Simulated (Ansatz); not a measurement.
Space group I4/mcm (No. 140). a = 6.790 Å, b = 6.790 Å, c = 5.667 Å, α = 90.00°, β = 90.00°, γ = 90.00°
```
atom site symmetry x y z
  In    8h m.2m  0.6552  0.1552  0.0000
  Ag    4a       422  0.0000  0.0000  0.7500
```

Equation of state of this In₂Ag structure (not necessarily the ground state), with shape and atoms relaxed at each volume where symmetry leaves them free. It has no gap at any of these volumes. Computed with DFT PBEsol, scalar-relativistic, plane waves, PAW (Ansatz).

Plane waves to 420 eV, a k mesh through Γ of 8×8×8 on the computed 6-atom cell and Gaussian smearing (0.10 eV); no spin polarisation.

```
V (Å³/atom) E − E(largest V) (meV/atom) P (GPa)
     19.161                        50.54    12.24
     19.814                         9.06     8.23
     20.468                       -17.59     4.93
     21.121                       -32.02     2.22
     21.774                       -36.42     0.01
     22.427                       -32.63    -1.80
     23.081                       -22.13    -3.28
     23.951                         0.00    -4.80
```

Question: Fit a third-order Birch–Murnaghan equation to E(V).

Answer: V0 = 21.78 Å³/atom, B0 = 67 GPa, B0' = 5.7.